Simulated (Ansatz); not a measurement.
Here is the system:

GePd:
Space group Pm-3m (No. 221); a = 3.118 Å, b = 3.118 Å, c = 3.118 Å, α = 90.00°, β = 90.00°, γ = 90.00°

```
atom  site  symmetry       x       y       z
----  ----  --------  ------  ------  ------
Pd      1a      m-3m  0.0000  0.0000  0.0000
Ge      1b      m-3m  0.5000  0.5000  0.5000
```

This is the PBEsol-relaxed structure.

All from PBEsol in the plane-wave PAW code Ansatz, unless another level is named. Estimate the electronic character.

metallic (no gap).

Give the formation energy from the elements (no fitted shifts).

-0.30 eV/atom.

Next, the gap with spin–orbit coupling?

none (metallic).

A made-up cell: these elements were put on the sites of a structure type; neither database checked (COD, Materials Project) lists it. COD files the formula under space group No. 62. Its standing as an ambient phase is unchecked. Symmetry was held in the PBEsol relaxation; its stability against distortions is not shown here. The run is not spin-polarised. The references are the lowest solids computed at this level, not always the standard phases. Scalar-relativistic: spin–orbit coupling is off unless named, which matters more the heavier the elements.

Potentials: the earlier of the program's two PAW sets. The files were generated under PBE; for other functionals the program regenerates the frozen cores, and for LDA and PBEsol the local potential too.
